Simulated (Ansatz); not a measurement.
**HfC: do energies and stresses tell the same story?**

These are results of Ansatz, DFT PBEsol, scalar-relativistic, plane waves, PAW, not measurements.

Plane waves to 420 eV, a k mesh through Γ of 16×16×16 on the computed 2-atom cell and Gaussian smearing (0.10 eV); no spin polarisation.

Relaxed cell: Fm-3m, a = 4.607 Å, b = 4.607 Å, c = 4.607 Å, α = 90.00°, β = 90.00°, γ = 90.00°, 2 atoms in the primitive cell.

Energies at zero smearing and pressures from the stress tensor, at volumes with shape and atoms relaxed:
```csv
V (Å³/atom),E − E(first) (meV/atom),P (GPa)
11.492,0.00,17.25
11.858,-28.57,7.97
12.225,-37.38,-0.04
12.592,-29.21,-6.95
12.959,-6.33,-12.91
```

Task: Check P = −dE/dV between neighbouring volumes, and get the bulk modulus from the pressures alone.

Result: With 1 eV/Å³ = 160.2 GPa:
```tsv
middle V (Å³/atom)	−ΔE/ΔV (GPa)	mean P (GPa)
11.675	12.480	12.610
12.042	3.849	3.964
12.409	-3.570	-3.493
12.775	-9.994	-9.927
```

The two differ by 0.13 GPa at most. The mean of two end pressures misses the average over a step by about ΔV² P″/12, up to 0.12 GPa here; with that taken off 0.02 GPa remains. Around V = 12.225 Å³/atom, the two neighbours give B = −V ΔP/ΔV = 12.225 × 14.91 / 0.734 = 248.6 GPa, against B0 = 247.4 GPa from the Birch–Murnaghan fit of the energies.

Spin–orbit coupling is left out, which can shift energies with elements as heavy as these.